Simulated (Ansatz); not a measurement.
CuI:
```xyz
8
Lattice="4.2588 0.0000 0.0000 0.0000 8.5178 0.0000 -4.2588 0.0000 6.0225" Properties=species:S:1:pos:R:3 pbc="T T T"
Cu     1.9734     5.3239     1.6151
Cu    -0.1560     3.1938     4.6264
Cu     1.9750     1.0646     1.6157
Cu    -0.1544     7.4532     4.6270
I      4.1030     5.3235     0.1096
I      1.9736     3.1943     3.1209
I      4.1042     1.0648     0.1099
I      1.9748     7.4530     3.1212
```

Relaxed with r²SCAN. Special points in fractions of this cell's reciprocal vectors: Γ (0.000, 0.000, 0.000); Z (0.000, 0.500, 0.000); D (0.000, 0.500, 0.500); B (0.000, 0.000, 0.500); A (-0.500, 0.000, 0.500); E (-0.500, 0.500, 0.500); C2 (-0.500, 0.500, 0.000); Y2 (-0.500, 0.000, 0.000).

Problem. List the band energies nearest the valence-band maximum at these points for DFT-r²SCAN in the program Ansatz with PAW potentials.

Solution. In eV from the valence-band maximum; about four levels below and three above (degenerate sets whole), none deeper than 8.9 eV; points with the same levels are listed once.

```csv
k,below,above
Γ,-0.71 -0.71 0.00 0.00 0.00,1.67 2.90 3.17
Z,-0.63 -0.63 -0.18 -0.18,2.99 2.99 3.36 3.36
D,-0.77 -0.77 -0.77 -0.77,3.25 3.25 3.25 3.25
B,-0.74 -0.74 -0.74 -0.74,2.57 2.57 3.56 3.56
A,-1.43 -1.43 -0.71 -0.71,2.90 2.90 3.17 3.17
E,-1.21 -1.21 -1.21 -1.21,3.79 3.79 3.79 3.79
C2,-1.05 -1.05 -1.05 -1.05,3.93 3.93 3.93 3.93
Y2,-0.74 -0.74 -0.74 -0.74,2.56 2.57 4.87 4.87
```

Space group F-43m (zinc blende). The cell was relaxed with r²SCAN under the symmetry of its start. The run is not spin-polarised. Point labels and valley counts follow the cell and symmetry of the run, lower than the named group. Scalar-relativistic: spin–orbit coupling is off unless named, which matters more the heavier the elements.

Potentials: the later of the program's two PAW sets.
